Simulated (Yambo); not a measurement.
Data:

```
CELL_PARAMETERS angstrom
      3.98508     0.00000     0.04444
      0.00000     3.98628     0.00000
     -0.04986     0.00000     5.63171
ATOMIC_POSITIONS crystal
  Br 0.25073 0.25000 0.75020
  Br 0.74927 0.75000 0.24980
  Ag 0.75088 0.75000 0.74965
  Ag 0.24912 0.25000 0.25035
```

Workflow: PBEsol (Quantum ESPRESSO, PseudoDojo norm-conserving, 82 Ry, scalar-relativistic), then G0W0 in Yambo (4×4×2 Γ-centred k mesh, bands 9 to 116 and a 6 Ry block in the screening, 116 bands in G with the Bruneval-Gonze terminator, plasmon pole fitted at 27.2 eV).

Q: Give the PBEsol and G0W0 gaps between the band edges found on this mesh, and say where the edges lie.

A: Edges: (-0.5, 0, -0.5) → Γ. PBEsol: 0.49 eV; G0W0: 1.72 eV. Convergence of the G0W0 settings was not tested. Spin-orbit splittings are left out.

Geometry strained from the cell relaxed with PBEsol, atoms relaxed again.

This is not the ordinary phase of the substance; no match was found in the copy of COD used, and its stability was not checked.
